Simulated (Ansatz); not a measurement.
Input and command of a plane-wave DFT calculation in Ansatz:

```yaml
crystal:
  lattice:
    - [2.6657474761, 0.0, 0.0]
    - [-1.3328737381, 2.3086050344, 0.0]
    - [0.0, 0.0, 4.3197]
  atoms:
    - { symbol: Os, position: [0.3333333333, 0.6666666667, 0.25] }
    - { symbol: Os, position: [0.6666666667, 0.3333333333, 0.75] }
basis:
  ecutwfc: 420
kpoints:
  mp_grid: { grid: [18, 18, 12] }
hamiltonian:
  xc: pbesol
scf:
  occupations: { method: gaussian, width: 0.15 }
output:
  forces: true
  stress: true
  eigenvalues: true
```

```bash
ansatz run input.yaml --threads 1 --pin off --max-ram 2560MiB --backend cpu --events-out ev --progress --plain --runs-dir out
```

Processor: Intel(R) Xeon(R) Platinum 8259CL CPU @ 2.50GHz (Skylake/Cascade Lake), 1 thread, on a host shared with other jobs.

Problem. Estimate time, memory and problem size.

Solution. About 5.5 s on 1 thread of Intel(R) Xeon(R) Platinum 8259CL CPU @ 2.50GHz (Skylake/Cascade Lake) (shared host), peak memory 0.44 GiB. It solves 20 bands at 259 k points (the mesh reduced by symmetry) with about 537 plane waves, in 6 SCF iterations.
